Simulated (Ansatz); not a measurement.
Rb2PdSe2:
```yaml
crystal:
  lattice:
    - [-1.90345, 3.83177, 5.07414]
    - [1.90345, -3.83177, 5.07414]
    - [1.90345, 3.83177, -5.07414]
  atoms:
    - { symbol: Rb, position: [0.69457, 0.19457, 0.50000] }
    - { symbol: Rb, position: [0.30543, 0.80543, 0.50000] }
    - { symbol: Pd, position: [0.00000, 0.00000, 0.00000] }
    - { symbol: Se, position: [0.21267, 0.50000, 0.71267] }
    - { symbol: Se, position: [0.78733, 0.50000, 0.28733] }
```

Relaxed with r²SCAN.

Problem. Tabulate the valence density and the electron localisation function along the shortest Pd–Se contact (2.51 Å), plane-wave PAW r²SCAN (Ansatz code).

Solution. 

```csv
distance from Pd (Å),density (e/Å³),ELF
0.25,12.44,0.35
0.38,10.35,0.43
0.50,7.47,0.47
0.63,4.55,0.43
0.75,2.31,0.34
0.88,1.11,0.23
1.00,0.66,0.18
1.13,0.52,0.24
1.25,0.50,0.45
1.38,0.56,0.66
1.50,0.67,0.76
1.63,0.84,0.78
1.75,1.30,0.77
1.88,2.60,0.69
2.00,5.88,0.53
2.13,13.19,0.33
2.26,25.57,0.17
```

The density is the valence pseudo-density with augmentation charge, so density and ELF within about 1 Å of a nucleus are not all-electron values.

Space group Immm. The first step of the workflow began from a Materials Project structure, measured or hypothetical; the Crystallography Open Database copy checked does not list it. Whether it is the stable phase at ambient conditions was not checked. The cell was relaxed with r²SCAN under the symmetry of its start; its stability against distortions is not shown here. No spin polarisation was allowed.

Potentials: the later of the program's two PAW sets.
